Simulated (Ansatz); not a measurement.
B:
```
B
1.0
   -2.32623     2.32623     2.32623
    2.32623    -2.32623     2.32623
    2.32623     2.32623    -2.32623
B
4
Direct
  0.00000   0.25000   0.50000
  0.25000   0.50000   0.00000
  0.50000   0.00000   0.25000
  0.25000   0.25000   0.25000
```

Relaxed with PBE. Special points in fractions of this cell's reciprocal vectors: Γ (0.000, 0.000, 0.000); H (0.500, -0.500, 0.500); N (0.000, 0.000, 0.500); P (0.250, 0.250, 0.250).

### Question
List the band energies nearest the valence-band maximum at these points for DFT-PBE in the program Ansatz with PAW potentials.

### Answer
In eV from the valence-band maximum; about four levels below and three above (degenerate sets whole), none deeper than 8.9 eV; points with the same levels are listed once.

| k | below | above |
|---|---|---|
| Γ | -3.05 -3.05 -3.05 -1.65 -1.65 | 1.50 1.50 1.50 |
| H | -7.08 -7.08 -7.08 -2.47 -2.47 -2.47 | 4.62 4.99 4.99 4.99 |
| N | -4.22 -2.23 -2.22 -1.34 | 2.86 4.01 4.10 |
| P | -4.54 -4.54 -0.13 -0.13 | 3.40 3.40 4.91 4.91 |

Space group I4_132. The start of the workflow was typed in or built on a structure type; neither database checked (COD, Materials Project) lists it. It is not the phase usual at ambient conditions (space group No. 166). The PBE relaxation kept the symmetry of its start; whether a distortion lowers the energy is not shown.

Potentials: the earlier of the program's two PAW sets.
